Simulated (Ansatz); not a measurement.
# Na₄NbGaSi₃O₁₂, one structure, two calculations

Cell: a Materials Project structure (computed, not necessarily an observed phase), atoms as given.

Space group R3c:H (No. 161); a = 9.0611, c = 22.2014 Å, γ = 120.00°.

```
site  Wyckoff  site symmetry       x       y       z
 Na1      18b              1  0.3434  0.3034  0.4187
 Na7       6a             3.  0.0000  0.0000  0.5047
  Nb       6a             3.  0.0000  0.0000  0.3533
  Ga       6a             3.  0.0000  0.0000  0.6490
  Si      18b              1  0.3378  0.9599  0.4147
 O19      18b              1  0.0366  0.2062  0.6897
 O25      18b              1  0.9656  0.7998  0.3078
 O31      18b              1  0.8366  0.0211  0.5887
 O37      18b              1  0.1611  0.9726  0.4113
```

One atom of each set is listed; the run and its k-mesh use a cell of 42 atoms with edges of 9.06, 9.06, 9.06 Å.

First run. Computed with Ansatz: DFT, PBE, plane waves and PAW, scalar-relativistic, 420 eV cutoff, Γ-centred 3×3×3 k-points, Fermi–Dirac smearing 0.02 eV.

```csv
site,V_zz (10²¹ V/m²),η
Na1,-1.14,0.50
Na7,-1.24,0.00
Nb,2.33,0.00
Ga,2.27,0.00
Si,2.57,0.71
O19,7.80,0.16
O25,5.25,0.17
O31,6.97,0.32
O37,5.70,0.04
```

Second run. The same atoms and settings, except that the functional is r2SCAN and the cutoff is 500 eV.

Question: Given the first result, estimate the second.

Answer: 

```csv
site,V_zz,η,change of V_zz
Na1,-1.19,0.47,-0.05
Na7,-1.26,0.00,-0.02
Nb,2.27,0.00,-0.06
Ga,2.25,0.00,-0.02
Si,2.64,0.69,+0.07
O19,7.54,0.15,-0.26
O25,5.24,0.17,-0.01
O31,6.87,0.36,-0.10
O37,5.70,0.06,0.00
```

The largest change of V_zz is on O19, from 7.80 to 7.54. In per cent, |V_zz| changes by +1 to +4 on Na, -3 on Nb, -1 on Ga, +3 on Si, -3 to 0 on O (all sites that start above 0.5).

The largest force is 0.5 eV/Å, so the atoms aren't at the calculated equilibrium and relaxing them would move these values. Without spin–orbit coupling (the program notes it for Nb) the gradients are little affected as a rule: paired runs on crystals with a gap mostly move them by under 2 % at such atoms.
For the second run: At this cell the r2SCAN pressure is -6 GPa, so with r2SCAN the cell would shrink if it were relaxed. The entry's cell may itself be off.
